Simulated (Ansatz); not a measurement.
**Phonon dispersion of MgCd3O4**

These are results of DFT PBE, scalar-relativistic, plane waves, PAW (Ansatz), not measurements. Cutoff 420 eV, 12×12×4 k-points (Γ-centred), Fermi-Dirac smearing of 0.15 eV. No spin polarisation. Phonons by linear response, acoustic sum rule imposed.

Equilibrium structure at this level:
```
Mg Cd O
1.0
     3.30701    0.00000    0.00000
     0.00000    3.30701    0.00000
     0.00000    0.00000    9.33818
Mg Cd O
1 3 4
Direct
  0.00000 0.00000 0.00000
  0.50000 0.50000 0.24329
  0.00000 0.00000 0.50000
  0.50000 0.50000 0.75671
  0.00000 0.00000 0.23199
  0.50000 0.50000 0.50000
  0.00000 0.00000 0.76801
  0.50000 0.50000 0.00000
```

The structure comes from a generated guess, relaxed at this level; another structure or a mixture of phases may lie lower. In a metal, frequencies and elastic constants depend on the k mesh and the smearing, soft modes and shear constants most. Some empty bands missed the eigensolver's threshold. The q mesh is coarse, so values between its points are rough. A semilocal functional can close a gap that the real compound has.

Force constants from linear response on a 2×2×1 q mesh.

Path: Γ–X–M–Γ–Z–R–A–Z | X–R | M–A. Only the points of the 2×2×1 mesh were computed; the rest is interpolation, which is rough on so few points. At q = (0.000, 0.000, 0.000) a computed mode is imaginary, 60i cm⁻¹, so the cell is unstable at this level. Distance along the path (Å⁻¹), then the branches (cm⁻¹, negative for imaginary):
```
0.000  -60 -60 0 0 0 75 75 79 79 120 154 159 159 215 270 292 292 324 324 334 334 363 366 511
0.237  -54 28 36 68 76 79 82 89 98 131 143 155 199 220 266 281 302 315 325 329 350 364 364 506
0.475  -29 58 64 83 89 89 100 126 141 147 161 174 234 249 252 257 293 300 319 325 368 381 392 497
0.713  51 74 86 101 103 103 105 121 157 161 174 183 214 238 257 267 272 288 311 348 371 409 432 494
0.950  76 78 93 109 110 111 112 116 153 162 176 190 193 229 254 258 264 303 306 363 370 422 449 495
1.188  77 78 87 110 110 112 114 130 156 165 176 180 234 239 257 279 280 298 304 361 370 415 440 490
1.425  68 77 87 106 110 116 118 144 149 150 174 224 246 260 291 296 300 308 328 366 372 397 420 476
1.663  68 78 81 101 107 112 126 133 143 144 161 232 258 278 290 306 314 345 368 372 378 392 406 458
1.900  67 67 84 99 108 108 129 129 142 142 146 225 273 285 288 313 313 362 362 383 383 403 403 449
2.236  63 78 87 102 108 116 128 133 141 146 170 236 250 267 296 301 310 352 362 362 372 388 397 463
2.572  52 70 80 94 107 117 130 135 142 142 180 220 240 241 261 294 310 327 349 352 354 359 377 481
2.908  46 48 53 72 82 89 92 100 116 131 135 193 199 224 259 286 303 317 330 336 348 360 361 501
3.243  -60 -60 0 0 0 75 75 79 79 120 154 159 159 215 270 292 292 324 324 334 334 363 366 511
3.328  -60 -60 12 12 23 71 71 82 82 118 154 159 159 217 273 292 292 324 324 334 334 354 373 510
3.412  -60 -60 24 24 44 64 64 85 85 112 155 160 160 220 281 292 292 326 326 333 333 342 379 508
3.496  -60 -60 35 35 56 56 65 87 87 99 156 160 160 224 291 291 294 327 328 328 331 331 382 506
3.580  -60 -60 44 44 48 48 82 84 88 88 157 160 160 225 291 291 310 312 329 329 330 330 384 506
3.817  -54 30 40 52 54 90 92 107 108 113 138 155 200 223 280 299 302 320 320 321 338 346 381 501
4.055  -29 48 50 69 72 96 124 133 141 148 154 177 228 248 251 288 296 298 301 342 347 368 408 494
4.292  51 68 82 89 95 106 116 121 143 176 182 193 214 240 264 267 271 295 300 341 358 406 446 492
4.530  76 77 93 95 109 110 111 118 145 182 188 192 193 245 254 256 258 301 308 336 369 422 462 493
4.767  75 87 88 92 111 111 114 136 143 174 176 200 234 242 259 277 282 300 303 342 366 414 452 488
5.005  71 80 84 91 108 121 121 144 155 160 162 233 235 267 291 294 300 315 327 357 367 396 428 475
5.242  69 76 82 97 109 121 125 135 144 148 150 228 262 278 288 311 319 340 356 379 385 387 406 458
5.480  68 68 85 110 110 110 125 125 138 144 144 224 273 285 288 316 316 355 355 392 392 399 399 449
5.816  60 78 91 96 107 121 124 141 143 152 159 228 256 273 288 302 325 344 346 367 381 392 393 462
6.152  34 82 83 92 98 111 122 134 151 156 179 221 223 261 264 289 319 324 334 344 356 374 376 480
6.487  24 35 51 65 72 107 110 113 117 121 125 192 199 219 287 294 301 315 326 337 338 344 375 497
6.823  -60 -60 44 44 48 48 82 84 88 88 157 160 160 225 291 291 310 312 329 329 330 330 384 506
6.865  76 78 93 109 110 110 112 116 153 162 177 190 193 230 254 258 263 303 306 364 369 422 449 495
6.949  76 78 93 105 109 110 112 118 151 167 180 190 192 237 254 258 259 303 304 361 365 422 453 494
7.034  76 77 93 99 109 110 111 118 148 175 185 192 192 247 252 254 258 303 305 348 367 422 458 494
7.118  76 77 93 96 109 110 111 118 146 181 188 192 192 246 254 255 258 301 307 338 369 422 461 493
7.160  67 67 84 99 108 108 129 129 142 142 146 225 273 285 288 313 313 362 362 383 383 403 403 449
7.244  68 68 84 100 108 108 128 128 142 142 145 225 273 285 288 314 314 361 361 384 384 403 403 449
7.328  68 68 85 104 109 109 127 127 143 143 143 225 273 285 288 314 314 358 358 387 387 402 402 449
7.412  68 68 85 108 110 110 126 126 140 143 143 225 273 285 288 315 315 356 356 390 390 400 400 449
7.496  68 68 85 110 110 110 125 125 138 144 144 224 273 285 288 316 316 355 355 392 392 399 399 449
```
